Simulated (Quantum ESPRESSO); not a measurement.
W2Mo2Se6PCl, finding a planted mistake in a log

Simulated, not a measurement. The program is pw.x of Quantum ESPRESSO 7.5 (plane-wave density functional theory). The cell is made up: 12 atoms on a layered 2H lattice, with randomly drawn elements, strain and displacements, not relaxed. PseudoDojo standard norm-conserving files (v0.5 for PBE, v0.4.1 for LDA and PBEsol) set the functional; there is no spin polarisation, spin-orbit coupling or dispersion term, and the masses in the input are unused placeholders.

Intended input:

```
&control calculation='scf', pseudo_dir='./dojo.nc.sr.pbe.v0_5.standard.upf', outdir='./o', disk_io='medium', tprnfor=.true., tstress=.true. /
&system ibrav=0, nat=12, ntyp=5, nbnd=88, ecutwfc=85.99341389, nosym=.true., tot_charge=0,
 occupations='smearing', smearing='fd', degauss=0.0018374661
/
&electrons conv_thr=7.350e-09, electron_maxstep=60, /
ATOMIC_SPECIES
Cl 1.0 Cl.upf
Mo 1.0 Mo.upf
P 1.0 P.upf
Se 1.0 Se.upf
W 1.0 W.upf
CELL_PARAMETERS angstrom
3.2798 -0.0473 -0.0605
-0.0818 5.6712 -0.0113
-0.2425 -0.026 13.3009
ATOMIC_POSITIONS angstrom
W -0.1014 1.8425 3.3082
Mo 1.4862 0.8356 9.9808
W 1.513 4.7016 3.2841
Mo -0.242 3.6994 9.9663
Se -0.1094 1.8696 8.2769
Se -0.2347 1.8422 11.6527
Se 1.6149 0.9538 1.6339
P 1.5539 0.9414 5.051
Se 1.4046 4.7885 8.2806
Se 1.3965 4.6459 11.5133
Cl -0.0727 3.7807 1.681
Se -0.0862 3.8006 5.0548
K_POINTS automatic
7 4 2 1 1 1
```

The log is shortened where brackets say so; the opening notice, blank lines, dates and the lines on written files are dropped, and the path of the files is cut. It prints rydbergs, bohrs and kilobars, and counts compression as positive stress. Where no state is partly filled, the Fermi energy that it prints is only some level between the filled and the empty states on the mesh, and need not lie in the true gap.

Log of the intended run:

```
     Program PWSCF v.7.5
     Parallel version (MPI & OpenMP), running on       1 processor cores
     Number of MPI processes:                 1
     Threads/MPI process:                     1
     [start-up lines left out]
     bravais-lattice index     =            0
     lattice parameter (alat)  =       6.1996  a.u.
     unit-cell volume          =    1668.6350 (a.u.)^3
     number of atoms/cell      =           12
     number of atomic types    =            5
     number of electrons       =       164.00
     number of Kohn-Sham states=           88
     kinetic-energy cutoff     =      85.9934  Ry
     charge density cutoff     =     343.9737  Ry
     scf convergence threshold =      7.3E-09
     mixing beta               =       0.7000
     number of iterations used =            8  plain     mixing
     Exchange-correlation= PBE
                           (   1   4   3   4   0   0   0)
     [axes and pseudopotential details left out]
   Cartesian axes
     site n.     atom                  positions (alat units)
         1        W      tau(   1) = (  -0.0309080   0.5616181   1.0083827  )
         2        Mo     tau(   2) = (   0.4530132   0.2547018   3.0422785  )
         3        W      tau(   3) = (   0.4611822   1.4331092   1.0010367  )
         4        Mo     tau(   4) = (  -0.0737648   1.1276256   3.0378587  )
         5        Se     tau(   5) = (  -0.0333466   0.5698786   2.5229075  )
         6        Se     tau(   6) = (  -0.0715396   0.5615267   3.5518956  )
         7        Se     tau(   7) = (   0.4922427   0.2907307   0.4980341  )
         8        P      tau(   8) = (   0.4736491   0.2869510   1.5396109  )
         9        Se     tau(   9) = (   0.4281405   1.4595975   2.5240353  )
        10        Se     tau(  10) = (   0.4256715   1.4161312   3.5094046  )
        11        Cl     tau(  11) = (  -0.0221599   1.1524069   0.5123908  )
        12        Se     tau(  12) = (  -0.0262749   1.1584726   1.5407692  )
     number of k points=    28  Fermi-Dirac smearing, width (Ry)=  0.0018
                       cart. coord. in units 2pi/alat
        k(    1) = (   0.0736730   0.0734990   0.0631500), wk =   0.0714286
        k(    2) = (   0.0713933   0.0732203  -0.0602183), wk =   0.0714286
     [further k points left out]
     Dense  grid:   179799 G-vectors     FFT dimensions: (  40,  64, 150)
     Estimated max dynamical RAM per process >     377.20 MB
     Initial potential from superposition of free atoms
     starting charge     163.9955, renormalised to     164.0000
     Starting wfcs are  102 randomized atomic wfcs
     total cpu time spent up to now is       38.2 secs
     per-process dynamical memory:   206.7 Mb
     Self-consistent Calculation
     iteration #  1     ecut=    85.99 Ry     beta= 0.70
     Davidson diagonalization with overlap
     ethr =  1.00E-02,  avg # of iterations =  2.0
     Threshold (ethr) on eigenvalues was too large:
     Diagonalizing with lowered threshold
     Davidson diagonalization with overlap
     ethr =  5.44E-04,  avg # of iterations =  2.1
     total cpu time spent up to now is      245.8 secs
     total energy              =   -2085.91261002 Ry
     estimated scf accuracy    <       0.93010049 Ry
     iteration #  2     ecut=    85.99 Ry     beta= 0.70
     Davidson diagonalization with overlap
     ethr =  5.67E-04,  avg # of iterations =  9.7
     total cpu time spent up to now is      448.8 secs
     total energy              =   -2082.60822258 Ry
     estimated scf accuracy    <      54.11557765 Ry
     [iterations 3 to 20 left out]
     iteration # 21     ecut=    85.99 Ry     beta= 0.70
     Davidson diagonalization with overlap
     ethr =  9.57E-12,  avg # of iterations =  3.5
     total cpu time spent up to now is     2649.1 secs
     total energy              =   -2086.40918928 Ry
     estimated scf accuracy    <          7.6E-09 Ry
     iteration # 22     ecut=    85.99 Ry     beta= 0.70
     Davidson diagonalization with overlap
     ethr =  4.60E-12,  avg # of iterations =  2.7
     total cpu time spent up to now is     2757.0 secs
     End of self-consistent calculation
     [lines on levels left out]
     the Fermi energy is    12.3358 ev
!    total energy              =   -2086.40918928 Ry
     estimated scf accuracy    <          6.3E-10 Ry
     smearing contrib. (-TS)   =      -0.00000000 Ry
     internal energy E=F+TS    =   -2086.40918928 Ry
     The total energy is F=E-TS. E is the sum of the following terms:
     one-electron contribution =   -1238.31072236 Ry
     hartree contribution      =     670.72688094 Ry
     xc contribution           =    -411.32909003 Ry
     ewald contribution        =   -1107.49625783 Ry
     convergence has been achieved in  22 iterations
     Forces acting on atoms (cartesian axes, Ry/au):
     atom    1 type  5   force =     0.04299089    0.02765783    0.09033052
     atom    2 type  2   force =    -0.02211239    0.07739836   -0.03740279
     atom    3 type  5   force =     0.01711182    0.03637316    0.05290768
     atom    4 type  2   force =     0.00249338    0.02655827   -0.04167300
     atom    5 type  4   force =    -0.02147069   -0.01622400    0.01028514
     atom    6 type  4   force =     0.03659908   -0.00175972    0.02312270
     atom    7 type  4   force =    -0.04445264   -0.03334038   -0.03951773
     atom    8 type  3   force =     0.00705746   -0.02137411   -0.07816067
     atom    9 type  4   force =    -0.00682951   -0.06490808   -0.02563141
     atom   10 type  4   force =     0.01202002   -0.02042143    0.07131992
     atom   11 type  1   force =    -0.01760047   -0.00592858    0.01247629
     atom   12 type  4   force =    -0.00580695   -0.00403134   -0.03805665
     Total force =     0.228145     Total SCF correction =     0.000198
     Computing stress (Cartesian axis) and pressure
          total   stress  (Ry/bohr**3)                   (kbar)     P=       15.27
   0.00007977   0.00017764   0.00027946           11.73       26.13       41.11
   0.00017764   0.00013042   0.00013519           26.13       19.18       19.89
   0.00027946   0.00013519   0.00010115           41.11       19.89       14.88
     init_run     :     36.27s CPU     38.04s WALL (       1 calls)
     electrons    :   2623.51s CPU   2718.74s WALL (       1 calls)
     forces       :     22.42s CPU     22.70s WALL (       1 calls)
     stress       :     69.55s CPU     71.85s WALL (       1 calls)
     [timing details left out]
     PWSCF        :  45m52.38s CPU  47m33.50s WALL
     JOB DONE.
```

A second run was made from an input with one planted mistake. Its log:

```
     Program PWSCF v.7.5
     Parallel version (MPI & OpenMP), running on       4 processor cores
     Number of MPI processes:                 4
     Threads/MPI process:                     1
     [start-up lines left out]
     bravais-lattice index     =            0
     lattice parameter (alat)  =       6.0873  a.u.
     unit-cell volume          =    1579.6606 (a.u.)^3
     number of atoms/cell      =           12
     number of atomic types    =            5
     number of electrons       =       164.00
     number of Kohn-Sham states=           88
     kinetic-energy cutoff     =      85.9934  Ry
     charge density cutoff     =     343.9737  Ry
     scf convergence threshold =      7.3E-09
     mixing beta               =       0.7000
     number of iterations used =            8  plain     mixing
     Exchange-correlation= PBE
                           (   1   4   3   4   0   0   0)
     [axes and pseudopotential details left out]
   Cartesian axes
     site n.     atom                  positions (alat units)
         1        W      tau(   1) = (  -0.0309194   0.5616398   1.0083874  )
         2        Mo     tau(   2) = (   0.4530184   0.2547123   3.0422981  )
         3        W      tau(   3) = (   0.4611829   1.4331251   1.0010611  )
         4        Mo     tau(   4) = (  -0.0737595   1.1276256   3.0378899  )
         5        Se     tau(   5) = (  -0.0333408   0.5698973   2.5229397  )
         6        Se     tau(   6) = (  -0.0715554   0.5615466   3.5519399  )
         7        Se     tau(   7) = (   0.4922574   0.2907228   0.4980315  )
         8        P      tau(   8) = (   0.4736624   0.2869665   1.5396355  )
         9        Se     tau(   9) = (   0.4281525   1.4596052   2.5240572  )
        10        Se     tau(  10) = (   0.4256690   1.4161443   3.5094413  )
        11        Cl     tau(  11) = (  -0.0221651   1.1524294   0.5124047  )
        12        Se     tau(  12) = (  -0.0262628   1.1584829   1.5407841  )
     number of k points=    28  Fermi-Dirac smearing, width (Ry)=  0.0018
                       cart. coord. in units 2pi/alat
        k(    1) = (   0.0736719   0.0734973   0.0631488), wk =   0.0714286
        k(    2) = (   0.0713924   0.0732185  -0.0602177), wk =   0.0714286
     [further k points left out]
     Dense  grid:   170071 G-vectors     FFT dimensions: (  36,  64, 150)
     Estimated max dynamical RAM per process >     556.77 MB
     Estimated total dynamical RAM >       2.05 GB
     Initial potential from superposition of free atoms
     starting charge     163.9955, renormalised to     164.0000
     Starting wfcs are  102 randomized atomic wfcs
     total cpu time spent up to now is        6.8 secs
     per-process dynamical memory:   398.7 Mb
     Self-consistent Calculation
     iteration #  1     ecut=    85.99 Ry     beta= 0.70
     Davidson diagonalization with overlap
     ethr =  1.00E-02,  avg # of iterations =  2.0
     Threshold (ethr) on eigenvalues was too large:
     Diagonalizing with lowered threshold
     Davidson diagonalization with overlap
     ethr =  4.76E-04,  avg # of iterations =  2.3
     total cpu time spent up to now is       36.0 secs
     total energy              =   -2085.95468071 Ry
     estimated scf accuracy    <       0.83195929 Ry
     iteration #  2     ecut=    85.99 Ry     beta= 0.70
     Davidson diagonalization with overlap
     ethr =  5.07E-04,  avg # of iterations =  9.4
     total cpu time spent up to now is       59.9 secs
     total energy              =   -2083.02826646 Ry
     estimated scf accuracy    <      44.77944646 Ry
     [iterations 3 to 19 left out]
     iteration # 20     ecut=    85.99 Ry     beta= 0.70
     Davidson diagonalization with overlap
     ethr =  2.76E-11,  avg # of iterations =  4.5
     total cpu time spent up to now is      367.6 secs
     total energy              =   -2086.37722081 Ry
     estimated scf accuracy    <       0.00000002 Ry
     iteration # 21     ecut=    85.99 Ry     beta= 0.70
     Davidson diagonalization with overlap
     ethr =  1.38E-11,  avg # of iterations =  3.4
     total cpu time spent up to now is      382.8 secs
     End of self-consistent calculation
     [lines on levels left out]
     the Fermi energy is    13.3239 ev
!    total energy              =   -2086.37722081 Ry
     estimated scf accuracy    <          2.9E-09 Ry
     smearing contrib. (-TS)   =      -0.00000000 Ry
     internal energy E=F+TS    =   -2086.37722081 Ry
     The total energy is F=E-TS. E is the sum of the following terms:
     one-electron contribution =   -1207.46035881 Ry
     hartree contribution      =     660.87165507 Ry
     xc contribution           =    -411.88004748 Ry
     ewald contribution        =   -1127.90846959 Ry
     convergence has been achieved in  21 iterations
     Forces acting on atoms (cartesian axes, Ry/au):
     atom    1 type  5   force =     0.05129774    0.03720891    0.10077000
     atom    2 type  2   force =    -0.02663774    0.09111920   -0.04097578
     atom    3 type  5   force =     0.02186207    0.03536907    0.05016777
     atom    4 type  2   force =     0.00068482    0.02801836   -0.04877136
     atom    5 type  4   force =    -0.02387752   -0.01911822   -0.02279916
     atom    6 type  4   force =     0.04358290   -0.00133110    0.06089628
     atom    7 type  4   force =    -0.05292824   -0.03715093   -0.08296437
     atom    8 type  3   force =     0.00767267   -0.02269140   -0.05324858
     atom    9 type  4   force =    -0.00782092   -0.07394201   -0.06388722
     atom   10 type  4   force =     0.01494043   -0.02390851    0.11615397
     atom   11 type  1   force =    -0.02214506   -0.00772190   -0.01056866
     atom   12 type  4   force =    -0.00663114   -0.00585147   -0.00477289
     Total force =     0.280125     Total SCF correction =     0.000317
     Computing stress (Cartesian axis) and pressure
          total   stress  (Ry/bohr**3)                   (kbar)     P=       94.07
   0.00058142   0.00021293   0.00033679           85.53       31.32       49.54
   0.00021293   0.00064954   0.00016109           31.32       95.55       23.70
   0.00033679   0.00016109   0.00068754           49.54       23.70      101.14
     init_run     :      6.46s CPU      6.73s WALL (       1 calls)
     electrons    :    370.01s CPU    376.00s WALL (       1 calls)
     forces       :      2.86s CPU      2.90s WALL (       1 calls)
     stress       :      9.54s CPU      9.74s WALL (       1 calls)
     [timing details left out]
     PWSCF        :   6m29.01s CPU   6m35.61s WALL
     JOB DONE.
```

Question: what was wrong in the second input?

Answer: the cell and the positions are scaled by a wrong factor. The input lines that differ, file-writing options aside:

```
- 3.2798 -0.0473 -0.0605
+ 3.2204 -0.0464 -0.0594
- -0.0818 5.6712 -0.0113
+ -0.0803 5.5686 -0.0111
- -0.2425 -0.026 13.3009
+ -0.2381 -0.0255 13.0602
- W -0.1014 1.8425 3.3082
+ W -0.0996 1.8092 3.2483
- Mo 1.4862 0.8356 9.9808
+ Mo 1.4593 0.8205 9.8001
- W 1.513 4.7016 3.2841
+ W 1.4856 4.6165 3.2247
- Mo -0.242 3.6994 9.9663
+ Mo -0.2376 3.6324 9.7859
- Se -0.1094 1.8696 8.2769
+ Se -0.1074 1.8358 8.1271
- Se -0.2347 1.8422 11.6527
+ Se -0.2305 1.8089 11.4418
- Se 1.6149 0.9538 1.6339
+ Se 1.5857 0.9365 1.6043
- P 1.5539 0.9414 5.051
+ P 1.5258 0.9244 4.9596
- Se 1.4046 4.7885 8.2806
+ Se 1.3792 4.7018 8.1307
- Se 1.3965 4.6459 11.5133
+ Se 1.3712 4.5618 11.3049
- Cl -0.0727 3.7807 1.681
+ Cl -0.0714 3.7123 1.6506
- Se -0.0862 3.8006 5.0548
+ Se -0.0846 3.7318 4.9633
```

```
                                            intended run  run with the mistake
                          free energy (eV)    -28387.043            -28386.608
                    smearing term -TS (eV)        0.0000                0.0000
                            pressure (GPa)          1.53                  9.41
            largest force component (eV/Å)         2.322                 2.986
largest change of a force component (eV/Å)                               1.153
                                iterations            22                    21
```

For scale, a rerun of the intended cell at a cutoff of 1467 eV and k mesh 9 x 6 x 4 moved values by no more than 0.004 eV in energy, 0.02 GPa in stress and 0.004 eV/Å in force.